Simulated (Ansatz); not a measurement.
A plane-wave DFT run in Ansatz 0.2.0 (scalar-relativistic PAW potentials unless the input names others): input and command.

```yaml
crystal:
  lattice:
    - [8.2892969263, 0.0, 0.0]
    - [0.0, 8.2892969263, 0.0]
    - [0.0, 0.0, 8.2892969263]
  atoms:
    - { symbol: Te, position: [0.0, 0.0, 0.0] }
    - { symbol: Br, position: [0.5, 0.5, 0.1391313643] }
    - { symbol: Br, position: [0.5, 0.5, 0.8608686357] }
    - { symbol: Br, position: [0.1391313643, 0.5, 0.5] }
    - { symbol: Br, position: [0.8608686357, 0.5, 0.5] }
    - { symbol: Br, position: [0.5, 0.1391313643, 0.5] }
    - { symbol: Br, position: [0.5, 0.8608686357, 0.5] }
basis:
  ecutwfc: 420
kpoints:
  mp_grid: { grid: [6, 6, 6] }
hamiltonian:
  xc: pbe
scf:
  occupations: { method: gaussian, width: 0.1 }
  mixing: { algorithm: msr1, beta: 0.9, ndim: 8 }
output:
  forces: true
  eigenvalues: true
  stress: true
```

```bash
ansatz run input.yaml --threads 1 --pin off --max-ram 2560MiB --backend cpu --events-out ev --progress --plain --runs-dir out
```

Abridged log:
```
Basis set: ecut = 420 eV, 11067 PW (Γ), exchange–correlation on 120×120×120 points (8 copies of the dense FFT grid, shifted against one another)
Bands: 36, of which v1, the nominal top of the filled ones, is band 29 counted from 1 (28 counted from 0)
Symmetry: 48 space group operations
k-points: 20 of 216
SCF iter   1: F=—  HF=-23675.302390 eV  |F-HF|=—  |Δ(HF+E_count)|=         —  Δρ=1.00e-3  dr2=6.89e-3  ethr=1.77e-3  ⟨swp⟩=7.9  Hψ=3473  notcnv=0
SCF iter   2: F=—  HF=-23675.304123 eV  |F-HF|=—  |Δ(HF+E_count)|=   1.73e-3  Δρ=5.15e-4  dr2=3.59e-3  ethr=1.19e-5  ⟨swp⟩=2.5  Hψ=1509  notcnv=0  defer=17
SCF iter   3: F=—  HF=-23675.303224 eV  |F-HF|=—  |Δ(HF+E_count)|=   8.99e-4  Δρ=2.36e-4  dr2=8.19e-4  ethr=6.20e-6  ⟨swp⟩=2.0  Hψ=1024  notcnv=0  defer=17
SCF iter   4: F=—  HF=-23675.303058 eV  |F-HF|=—  |Δ(HF+E_count)|=   1.65e-4  Δρ=9.08e-5  dr2=1.82e-4  ethr=1.41e-6  ⟨swp⟩=2.8  Hψ=1216  notcnv=0  defer=19
SCF iter   5: F=—  HF=-23675.303031 eV  |F-HF|=—  |Δ(HF+E_count)|=   2.79e-5  Δρ=4.49e-5  dr2=5.80e-5  ethr=3.14e-7  ⟨swp⟩=1.1  Hψ=697  notcnv=0  defer=19
SCF iter   6: F=—  HF=-23675.302852 eV  |F-HF|=—  |Δ(HF+E_count)|=   1.79e-4  Δρ=1.33e-5  dr2=2.00e-6  ethr=9.99e-8  ⟨swp⟩=2.0  Hψ=1104  notcnv=0  defer=19
SCF iter   7: F=-23675.302851 eV  HF=-23675.302851 eV  |F-HF|=5.13e-8  |Δ(HF+E_count)|=   8.06e-7  Δρ=3.05e-6  dr2=7.37e-8  ethr=1.72e-10  ⟨swp⟩=11.7  Hψ=3939  notcnv=0
SCF 1 converged in 7 iterations: F = -23675.302851 eV  dr2 = 7.37e-8
SCF converged after 7 iterations
Free energy (F): -23675.302851 eV
Harris-Foulkes:  -23675.302851 eV  (|F-HF|=5.13e-8)
Internal energy: -23675.147180 eV  (E = F + TS)
E sigma→0 (E₀):  -23675.225015 eV
Entropy (-TS):   -0.155671 eV (-22.239 meV/atom)
Fermi energy:    -2.144216 eV
--- Forces (eV/Å), atoms counted from 1 ---
  atom   1  Te     0.00000000     0.00000000     0.00000000
  atom   2  Br     0.00000000     0.00000000    -0.00325372
  atom   3  Br     0.00000000     0.00000000     0.00325372
  atom   4  Br    -0.00325372     0.00000000     0.00000000
  atom   5  Br     0.00325372     0.00000000     0.00000000
  atom   6  Br     0.00000000    -0.00325372     0.00000000
  atom   7  Br     0.00000000     0.00325372     0.00000000
--- Stress (GPa, compression-positive) ---
        0.014455       0.000000       0.000000
        0.000000       0.014455       0.000000
        0.000000       0.000000       0.014455
  P = ⅓ Tr σ = 0.0145 GPa (0.145 kbar)
```

Apart from outputs, empty bands and the relaxation, which only the reference makes, the input differs from a reference run on usual settings in scf.mixing.algorithm: not typed → "msr1"; scf.mixing.beta: not typed → 0.9; scf.mixing.ndim: not typed → 8. The reference, at the same geometry, ended its own course with pressure 0.01 GPa, largest force 0.003 eV/Å, no gap on the mesh. This run converged in 7 SCF iterations with an energy at zero smearing within 0.01 meV/atom of the reference's, pressure 0.01 GPa, largest force 0.003 eV/Å, no gap on the mesh.

Time: 23 s on 1 thread of Arm Neoverse V2, on a shared host, peak memory 0.75 GiB.